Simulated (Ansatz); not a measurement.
LiTlS₂ as one 4-atom ordering (P-4m2) on the zincblende lattice, relaxed with r2SCAN, was run in Ansatz 0.2.0 under altered settings. All numbers are computed, without spin polarisation but where a row says otherwise.

```yaml
crystal:
  lattice:
    - [4.06677, 0.00000, 0.00000]
    - [0.00000, 4.06677, 0.00000]
    - [0.00000, 0.00000, 5.71878]
  atoms:
    - { symbol: Li, position: [0.00000, 0.00000, 0.00000] }
    - { symbol: S, position: [0.00000, 0.50000, 0.23090] }
    - { symbol: Tl, position: [0.50000, 0.50000, 0.50000] }
    - { symbol: S, position: [0.50000, 0.00000, 0.76910] }
```

The base run's other keys:
```yaml
kpoints:
  mp_grid: { grid: [4, 4, 2] }
hamiltonian:
  xc: hse06
scf:
  occupations: { method: fixed }
  n_extra_bands: 5
```

It takes 13 iterations with 1875 plane waves at 420 eV and 12 k points, and leaves a mean stress of -0.52 GPa. The gap over this mesh is 1.790 eV.

Outcomes, with energy and stress as changes against the base:
```tsv
setting	outcome	ΔF (meV/atom)	Δ mean stress (GPa)	gap on the mesh (eV)	iterations
PBE hybrid, exx coeff 0.35, unscreened	converged	–	-0.9	3.121	15
scf.exx.ecutfock_ratio: 2	converged	0.0	0.0	1.789	13
scf.occupations: fermi_dirac 1.5	not converged	–	–	–	28
scf.occupations: cold 0.05	converged	0.0	0.0	1.790	12
```
A dash marks a value that wasn't obtained or can't be compared. Stress is positive in compression. The base's mesh is coarse for a hybrid, so its own values aren't converged.

- PBE hybrid, exx coeff 0.35, unscreened. That is 35 % exact exchange, at all ranges, against HSE06's 25 % screened at 0.208 1/Å. The mean stress moves by -0.9 GPa and the gap on the mesh by +1.331 eV (to 3.121). Totals of different functionals aren't comparable.
- scf.occupations: fermi_dirac 1.5. The iterations end on a state that fails one of the program's checks, so there is no result. Error: refused after 3 iterations: little_group_invariance = 2.38e-2 (threshold 2.00e-3); the state that met every other criterion of the hybrid outer loop has lost the crystal's symmetry and is not regaining it fast enough for `scf.exx.max_outer_iter` (outer cycles, not inner-SCF steps) […]

Within 1 meV an atom, 0.1 GPa and 0.005 eV of the base stay: scf.exx.ecutfock_ratio: 2; scf.occupations: cold 0.05.

Spin-orbit coupling is left out; in compounds of Pb, Bi, Tl or Hg it can lower a gap by up to about 1 eV, split its edges or invert the bands.

The stress of a hybrid is loosely converged in these runs.

The meshes of the hybrids are coarse, so their gaps aren't converged to the digits shown.
